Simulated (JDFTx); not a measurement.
System: Ta(110) (Im-3m bulk; lattice of mp-50, not re-optimised at this level), (1×1) cell of 5 atoms in 5 planes, area 7.75 Å² a face, 9.2 Å between the outermost planes in a cell 28.4 Å high; k mesh 10×10×1, Fermi width 0.01 Ha, no spin polarisation.

Adsorbate: C on both faces at 1.00 monolayer, started hollow and relaxed in vacuum, keeping the symmetry of the start.

Method: PBE, GBRV ultrasoft potentials, plane waves to 20/100 Ha, in a modified build of JDFTx. The adsorption energy per C is [E(slab + 2 C) − E(slab)]/2 − (E(CH4) − 2 E(H2)), with the gas molecules relaxed at the same level and slab energies taken as (E + F)/2, the usual estimate of zero smearing. In reaction energies these potentials put H₂ about 0.03 eV too high against large-basis PBE. These are electronic energies without vibrational corrections. Both faces are alike, and the cell allows no reconstruction beyond its size.

Predict the adsorption energy and the geometry, and the change of the work function.

2.39 eV. C sits 0.98 Å above the highest substrate atom, bound to 3 Ta at 2.00 Å. The work function goes from 4.69 to 6.30 eV. In CANDLE, water, 1 M NaF, at zero charge, the adsorption energy is 2.39 eV and the potential of zero charge moves from -0.17 to 1.68 V vs SHE (4.44 V convention).
